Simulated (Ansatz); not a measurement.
NiPt (P4/mmm): the held moment from field and pressure

The source of the geometry is a structure from the Materials Project; atoms and cell stay fixed.

Settings: LDA, 11×11×8 k mesh, Fermi–Dirac smearing of 0.1 eV. PAW means Ansatz 0.2.0 on its default frozen-core files. Site moments are integrated in spheres about the atoms.

The input and its command:

```yaml
crystal:
  lattice:
    - [2.7099397941, 0.0, 0.0]
    - [0.0, 2.7099397941, 0.0]
    - [0.0, 0.0, 3.57832]
  atoms:
    - { symbol: Ni, position: [0.5, 0.5, 0.5], spin: 1.5 }
    - { symbol: Pt, position: [0.0, 0.0, 0.0], spin: 0.6 }
magnetization:
  spin_polarized: true
kpoints:
  mp_grid: { grid: [11, 11, 8] }
scf:
  occupations: { method: fermi_dirac, width: 0.1 }
  lower_state_search: "off"
hamiltonian:
  xc: lda
  pseudopotentials: { kind: paw }
output:
  forces: true
  stress: true
  eigenvalues: true
  populations: true
  dos: { projected: true, de: 0.1, e_range: [-8, 5] }
  write_density: true
  write_potential: true
  elf: true
  volumetric_format: npy
```

Command: `ansatz run input.yaml --threads 1 --pin off --max-ram 3072MiB --backend cpu --events-out ev --progress --plain --runs-dir out`

The free run ends with 0.62 μB per cell. Further runs hold the cell's moment M by two Fermi levels; B is half their difference over μB, positive where the field raises M. Some of them:

```tsv
M (μB/cell)	B (T)	ΔF over the free run (meV/cell)	pressure (GPa)
0.15	-50	1.7	-13.0
0.31	-83	1.1	-12.8
0.68	56	0.1	-12.3
```

Question: Another run of the series gave B (T) = 127, ΔF over the free run (meV/cell) = 0.4, pressure (GPa) = -12.2. Which moment was held?
A. 0.52
B. 0.74
C. 0.43
D. 0.83

Answer: B. M (μB/cell) = 0.74.

Question: Another run of the series gave B (T) = -79, ΔF over the free run (meV/cell) = 0.5, pressure (GPa) = -12.7. Which moment was held?
A. 0.74
B. 0.83
C. 0.52
D. 0.43

Answer: D. M (μB/cell) = 0.43.

The whole series:

```tsv
M (μB/cell)	B (T)	ΔF over the free run (meV/cell)	pressure (GPa)
0.15	-50	1.7	-13.0
0.31	-83	1.1	-12.8
0.43	-79	0.5	-12.7
0.52	-55	0.2	-12.6
0.68	56	0.1	-12.3
0.74	127	0.4	-12.2
0.83	273	1.4	-12.0
```

The PAW files were made with PBE; the program remakes their cores once for the run's functional and then keeps them frozen. The Ansatz runs typed with the search for lower states off end where their start leads. Spin–orbit coupling is left out although heavy atoms are present. These are results for the start and cell typed. The real compound can order otherwise, in a larger cell, or not at all, since semilocal functionals at zero temperature often overstate magnetism.
